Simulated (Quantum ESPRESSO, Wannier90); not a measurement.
LiC (Immm): Wannier90 run

```yaml
crystal:
  lattice:
    - [-3.59153, 0.00000, 0.00000]
    - [-1.79577, -2.40099, 2.66538]
    - [-1.79577, 2.40099, 2.66538]
  atoms:
    - { symbol: Li, position: [0.76069, 0.73931, 0.73931] }
    - { symbol: Li, position: [0.23931, 0.26069, 0.26069] }
    - { symbol: C, position: [0.00000, 0.13026, 0.86974] }
    - { symbol: C, position: [0.00000, 0.86974, 0.13026] }
```

Cell from Materials Project (mp-1378), symmetrised, no further relaxation. COD (Crystallography Open Database) has an entry of this formula and space group (matched by these alone). Computed values, not measurements, from PBEsol: Quantum ESPRESSO (norm-conserving PseudoDojo potentials, cutoff 66 Ry, no spin polarisation, no spin-orbit coupling) on a Γ-centred 8×8×8 mesh, then Wannier90. Density: 10×10×10 mesh, cold smearing 0.01 Ry.

Functional, cutoff and mesh named above are those of the base row (66); the first column says what each row takes instead. Model: 5 functions from bands 3-7, start SCDM (isolated) (the valence bands). Energies are relative to the valence-band maximum; the misfit is to pw.x on a path, for all bands of the set. Only the plane-wave cutoff changes (density cutoff four times as high). Ω_total can sit in another minimum from row to row; Ω_I of an isolated set cannot.

```csv
ecutwfc (Ry),Ω_I (Å²),Ω_total (Å²),rms misfit (meV),gap (eV),ΔE to highest cutoff (meV/atom),"plane waves a k-point, about (cost)"
33,4.68,5.59,4.5,3.179,1838.7,990
41,___,5.54,1.7,___,___,1400
50,4.63,5.53,0.8,3.186,162.4,1900
66,4.62,5.52,0.1,3.197,9.4,2800
82,4.62,5.52,0.1,3.197,0.0,3900
```

Fill in the missing entries.


- 41, Ω_I (Å²): 4.65
- 41, gap (eV): 3.162
- 41, ΔE to highest cutoff (meV/atom): 619.8
